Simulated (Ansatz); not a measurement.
The elements of this relaxed trial crystal are hidden behind letters.

```
lattice vectors (Å)
   3.5525    0.0000    0.0000
   0.0000    3.5525    0.0000
   0.0000    0.0000   15.2538
fractional positions
X 0.5000 0.5000 0.0000
Z 0.0000 0.0000 0.8484
Z 0.0000 0.0000 0.1516
Z 0.5000 0.5000 0.3259
Z 0.0000 0.0000 0.5000
Z 0.5000 0.5000 0.6741
Q 0.5000 0.0000 0.0644
Q 0.0000 0.5000 0.2387
Q 0.5000 0.0000 0.4129
Q 0.0000 0.5000 0.5871
Q 0.5000 0.0000 0.7613
Q 0.0000 0.5000 0.9356
```

These are results of DFT PBE, scalar-relativistic, plane waves, PAW (Ansatz), not measurements. Cutoff 420 eV, Γ-centred 10×10×4 mesh (12-atom cell), Gaussian smearing of 0.10 eV, no spin polarisation.

| Property | Result |
| --- | --- |
| Space group | P-4m2 (No. 115) |
| Conventional cell | a = 3.552 Å, c = 15.254 Å |
| Volume per atom | 16.04 Å³ |
| Density | 6.24 g/cm³ |
| Energy over the elements | −1.05 eV/atom |
| Gap on the 10×10×4 mesh of the 12-atom cell | 0 eV (the bands meet within 0.015 eV) |

Energies are uncorrected and count from the elements' standard states at the same level.

Problem. X is a d-block element of period 4, Z is a d-block element of period 5 and Q is a p-block element of period 2. Which elements are they?

Solution. X = Zn, Z = Cd, Q = O, so the formula is ZnCd5O6. Density times volume gives a mean mass of 6.24 × 16.04/1.6605 = 60.3 u per atom, and this set has 60.3 u. Zn is surrounded by 4 O at 2.03 Å; Cd on a site of symmetry 2mm is surrounded by 4 O at 2.22 Å; O on its first site is surrounded by 2 Zn at 2.03 Å and 2 Cd at 2.22 Å; 4 more sites not described. Other sets within the hints have nearly the same mass, so mass alone doesn't settle it; this one was computed.

The zero gap may come from the functional, which often closes small gaps. Symmetry constrained the relaxation, so the result can be a saddle point.
